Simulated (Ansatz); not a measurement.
Structure: an ordered 4-atom cell of Rb2BrCl on the rocksalt lattice (R-3m), at its r2SCAN minimum. The symmetry is R-3m (No. 166, trigonal); conventional cell a = 4.781 Å, c = 23.462 Å, 38.70 Å³ an atom. Cl has 6 Rb at 3.33 Å; Br has 6 Rb at 3.44 Å; Rb has 3 Cl at 3.33 Å and 3 Br at 3.44 Å.

```yaml
crystal:
  lattice:
    - [2.39044, 1.38012, 7.82054]
    - [-2.39044, 1.38012, 7.82054]
    - [0.00000, -2.76024, 7.82054]
  atoms:
    - { symbol: Cl, position: [0.00000, 0.00000, 0.00000] }
    - { symbol: Br, position: [0.50000, 0.50000, 0.50000] }
    - { symbol: Rb, position: [0.25399, 0.25399, 0.25399] }
    - { symbol: Rb, position: [0.74601, 0.74601, 0.74601] }
```

4 runs of Ansatz 0.2.0 on this cell differ in the functional (and in the settings that go with it). Levels are in eV from each run's valence top; v1 is the last filled band, c1 the first empty one.

Run A, mean stress 0.0 GPa (compression positive):

| point | v4 | v3 | v2 | v1 | c1 | c2 |
| --- | --- | --- | --- | --- | --- | --- |
| Γ | -0.67 | -0.15 | 0.00 | 0.00 | 5.03 | 7.46 |
| T | -0.63 | -0.49 | -0.05 | -0.05 | 6.25 | 6.30 |
| H₂ | -0.67 | -0.40 | -0.34 | -0.27 | 7.23 | 7.40 |

Run B, mean stress +0.3 GPa (compression positive):

| point | v4 | v3 | v2 | v1 | c1 | c2 |
| --- | --- | --- | --- | --- | --- | --- |
| Γ | -0.76 | -0.17 | 0.00 | 0.00 | 5.61 | 8.14 |
| T | -0.73 | -0.50 | -0.04 | -0.04 | 6.84 | 6.92 |
| H₂ | -0.77 | -0.42 | -0.36 | -0.28 | 7.96 | 8.12 |

Run C, mean stress +0.3 GPa (compression positive):

| point | v4 | v3 | v2 | v1 | c1 | c2 |
| --- | --- | --- | --- | --- | --- | --- |
| Γ | -0.78 | -0.17 | 0.00 | 0.00 | 6.34 | 8.88 |
| T | -0.74 | -0.51 | -0.05 | -0.05 | 7.57 | 7.67 |
| H₂ | -0.79 | -0.43 | -0.37 | -0.29 | 8.71 | 8.87 |

Run D, mean stress +0.6 GPa (compression positive):

| point | v4 | v3 | v2 | v1 | c1 | c2 |
| --- | --- | --- | --- | --- | --- | --- |
| Γ | -0.65 | -0.14 | 0.00 | 0.00 | 4.44 | 6.98 |
| T | -0.61 | -0.50 | -0.05 | -0.05 | 5.65 | 5.74 |
| H₂ | -0.65 | -0.39 | -0.34 | -0.27 | 6.76 | 6.92 |

Task: Match the runs to PBE, r2SCAN, HSE06, PBE0.

Result: A is r2SCAN, B is HSE06, C is PBE0, D is PBE. In order of the gap: PBE 4.44, r2SCAN 5.03, HSE06 5.61, PBE0 6.34 eV. The stress vanishes for r2SCAN, which relaxed the cell.

All values are calculated for a non-magnetic cell, which may be hypothetical.

The runs are scalar-relativistic, without spin-orbit coupling.

The stress of a hybrid is loosely converged in these runs.
